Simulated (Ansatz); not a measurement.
In PBEsol in the plane-wave PAW code Ansatz, ScAg3 in the Cu3Au type structure (Pm-3m) relaxes to a = 4.158 Å. Ag has 12 nearest neighbours from 2.94 Å (cuboctahedral). Against the elements it lies at -0.11 eV/atom, with no fitted shifts.

Electronic character: metallic (no gap). Gap from PBEsol with spin–orbit coupling: none (metallic).

An equation-of-state fit gives a bulk modulus of 100 GPa. The relaxed-ion elastic constants in GPa are C11 = 117, C12 = 91.8, C44 = 41.5. The elastic constants imply a Debye temperature near 223 K. The highest mode at Γ lies at 190 cm⁻¹.

The start of the workflow was typed in or built on a structure type; neither database checked (COD, Materials Project) lists it. Its standing as an ambient phase is unchecked. The PBEsol relaxation kept the symmetry of its start; whether a distortion lowers the energy is not shown. No spin polarisation was allowed. As this level gives no gap, shear constants depend on the k-mesh and smearing (Fermi–Dirac, 0.1 eV here). As this level gives no gap, phonon frequencies hold no LO–TO term and depend on the k-mesh and smearing (Fermi–Dirac, 0.1 eV here). The references are the lowest solids computed at this level, not always the standard phases. Scalar-relativistic: spin–orbit coupling is off unless named, which matters more the heavier the elements.

Potentials: the later of the program's two PAW sets.
